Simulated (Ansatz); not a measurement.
KBr:
```
KBr
1.0
    0.00000     3.33290     3.33290
    3.33290     0.00000     3.33290
    3.33290     3.33290     0.00000
K Br
1 1
Direct
  0.00000   0.00000   0.00000
  0.50000   0.50000   0.50000
```

Relaxed with HSE06. Special points in fractions of this cell's reciprocal vectors: Γ (0.000, 0.000, 0.000); X (0.500, 0.000, 0.500); U (0.625, 0.250, 0.625); K (0.375, 0.375, 0.750); L (0.500, 0.500, 0.500); W (0.500, 0.250, 0.750).

**Question.** List the band energies nearest the valence-band maximum at these points for plane-wave PAW HSE06 (Ansatz code).

**Answer.** In eV from the valence-band maximum; about four levels below and three above (degenerate sets whole), none deeper than 8.9 eV; points with the same levels are listed once.

```csv
k,below,above
Γ,0.00 0.00 0.00,5.52 8.95 8.95 8.95
X,-0.83 -0.30 -0.30,7.08 8.37 10.60
U,-0.71 -0.64 -0.33,7.80 9.32 9.65
L,-1.17 -0.32 -0.32,7.68 9.46 11.27 11.27
W,-0.60 -0.60 -0.53,8.60 8.60 9.46
```

Space group Fm-3m (rock salt). The cell was relaxed with HSE06 under the symmetry of its start. The hybrid was solved on a coarse mesh, the path and, where they were found, the r²SCAN edge points; its band edges are the extreme levels among these. Scalar-relativistic: spin–orbit coupling is off unless named, which matters more the heavier the elements.

Potentials: the later of the program's two PAW sets.
